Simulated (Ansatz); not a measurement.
InP:
```
CELL_PARAMETERS angstrom
      3.38724     0.00000     0.00000
      0.00000     3.38724     0.00000
      0.00000     0.00000     3.38724
ATOMIC_POSITIONS crystal
  In 0.00000 0.00000 0.00000
  P  0.50000 0.50000 0.50000
```

Relaxed with PBEsol. Special points in fractions of this cell's reciprocal vectors: Γ (0.000, 0.000, 0.000); X (0.000, 0.500, 0.000); M (0.500, 0.500, 0.000); R (0.500, 0.500, 0.500).

**Question.** List the band energies nearest the Fermi level at these points for PBEsol in the plane-wave PAW code Ansatz.

**Answer.** In eV from the Fermi level; about four levels below and three above (degenerate sets whole), none deeper than 8.9 eV; … stands for higher levels left out; points with the same levels are listed once.

```
k                    below           above
-  -----------------------  --------------
Γ  -1.29 -0.92 -0.92 -0.92     4.63 4.63 …
X                    -7.82  0.86 0.86 2.79
M  -8.87 -5.13 -5.13 -3.84  1.26 6.90 6.90
R  -0.49 -0.40 -0.40 -0.40               …
```

Space group Pm-3m (CsCl type). A made-up cell: these elements were put on the sites of a structure type; neither database checked (COD, Materials Project) lists it. It is not the phase usual at ambient conditions (space group No. 216). The cell was relaxed with PBEsol under the symmetry of its start; its stability against distortions is not shown here. Scalar-relativistic: spin–orbit coupling is off unless named, which matters more the heavier the elements.

Potentials: the earlier of the program's two PAW sets. The files were generated under PBE; for other functionals the program regenerates the frozen cores, and for LDA and PBEsol the local potential too.
